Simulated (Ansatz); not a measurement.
Structure optimisation: tungsten, diamond

Method: DFT, r2SCAN, plane waves (500 eV) with PAW, scalar-relativistic (Ansatz 0.2.0). The PAW files were generated under PBE, with cores re-solved for the functional.

k-point mesh 10×10×10, Fermi-Dirac smearing 0.1 eV, no spin polarisation. Cell and atoms relax.

Starting structure:

```yaml
crystal:
  lattice:
    - [0.00000, 2.77607, 2.77607]
    - [2.77607, 0.00000, 2.77607]
    - [2.77607, 2.77607, 0.00000]
  atoms:
    - { symbol: W, position: [0.12500, 0.12500, 0.12500] }
    - { symbol: W, position: [0.87500, 0.87500, 0.87500] }
```

**Question.** What cell does the relaxation end in?

**Answer.** Fd-3m with a = 5.792 Å; 24.28 Å³ per atom against 21.39 at the start (13.5 %).

**Question.** How much energy does the relaxation gain?

**Answer.** 163.6 meV per atom.

Path of the relaxation (the plane waves are chosen anew near the end, which can shift the energy a little):

```tsv
step	E − E(final) (meV/atom)	V (Å³/atom)	P (GPa)	max force (eV/Å)
0	163.58	21.394	19.99	0.000
1	4.04	24.678	-1.95	0.000
2	1.55	24.346	-0.31	0.000
3	1.47	24.283	0.01	0.000
4	0.00	24.283	0.04	0.000
```
